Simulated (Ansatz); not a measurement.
# Structure relaxation, Zn3P2

The start is a generated cell, Zn3P2 built in the bixbyite structure type. The cell and all atomic positions are relaxed at zero pressure with r2SCAN (plane waves to 500 eV, PAW, scalar-relativistic; Ansatz, a quantum-chemistry and plane-wave program). The first steps use a coarse 3×3×3 k-mesh.

Starting cell:
```
CELL_PARAMETERS angstrom
     -5.64042     5.64042     5.64042
      5.64042    -5.64042     5.64042
      5.64042     5.64042    -5.64042
ATOMIC_POSITIONS crystal
  P  0.50000 0.50000 0.50000
  P  0.50000 0.00000 0.00000
  P  0.00000 0.00000 0.50000
  P  0.00000 0.50000 0.00000
  P  0.25000 0.71650 0.46650
  P  0.75000 0.78350 0.03350
  P  0.46650 0.25000 0.71650
  P  0.03350 0.75000 0.78350
  P  0.71650 0.46650 0.25000
  P  0.78350 0.03350 0.75000
  P  0.75000 0.28350 0.53350
  P  0.25000 0.21650 0.96650
  P  0.53350 0.75000 0.28350
  P  0.96650 0.25000 0.21650
  P  0.28350 0.53350 0.75000
  P  0.21650 0.96650 0.25000
  Zn 0.53610 0.77370 0.54340
  Zn 0.73030 0.99270 0.95660
  Zn 0.76970 0.72630 0.26240
  Zn 0.96390 0.50730 0.23760
  Zn 0.54340 0.53610 0.77370
  Zn 0.95660 0.73030 0.99270
  Zn 0.26240 0.76970 0.72630
  Zn 0.23760 0.96390 0.50730
  Zn 0.77370 0.54340 0.53610
  Zn 0.99270 0.95660 0.73030
  Zn 0.72630 0.26240 0.76970
  Zn 0.50730 0.23760 0.96390
  Zn 0.46390 0.22630 0.45660
  Zn 0.26970 0.00730 0.04340
  Zn 0.23030 0.27370 0.73760
  Zn 0.03610 0.49270 0.76240
  Zn 0.45660 0.46390 0.22630
  Zn 0.04340 0.26970 0.00730
  Zn 0.73760 0.23030 0.27370
  Zn 0.76240 0.03610 0.49270
  Zn 0.22630 0.45660 0.46390
  Zn 0.00730 0.04340 0.26970
  Zn 0.27370 0.73760 0.23030
  Zn 0.49270 0.76240 0.03610
```

### Question
How much energy is released per atom?

### Answer
0.06 eV/atom.

### Question
How does the volume per atom move from start to end?

### Answer
+1.7 %, from 17.94 to 18.25 Å³/atom.

### Question
How do the shortest distances between atoms change?

### Answer
The closest pairs of elements (up to four, under 3.6 Å), start → end: P–Zn 2.37 → 2.35 Å; Zn–Zn 3.08 → 3.01 Å.

### Question
What band gap does the relaxed structure have at this level?

### Answer
0.62 eV, direct at Γ (no spin-orbit coupling).

The space group stays Ia-3 (No. 206) (the run could not lower it); the end is anti-bixbyite type, with 40 atoms in the primitive cell. Final values are on a 4×4×4 k-mesh of the relaxed cell. No spin polarisation in the result.

The run could not lose the symmetry of its start.

The first start was generated by placing the elements on the sites of a structure type. Materials Project lists a structure of Zn3P2 in the same space group, Ia-3 (No. 206); the sites were not compared with it, nor with measured phases.
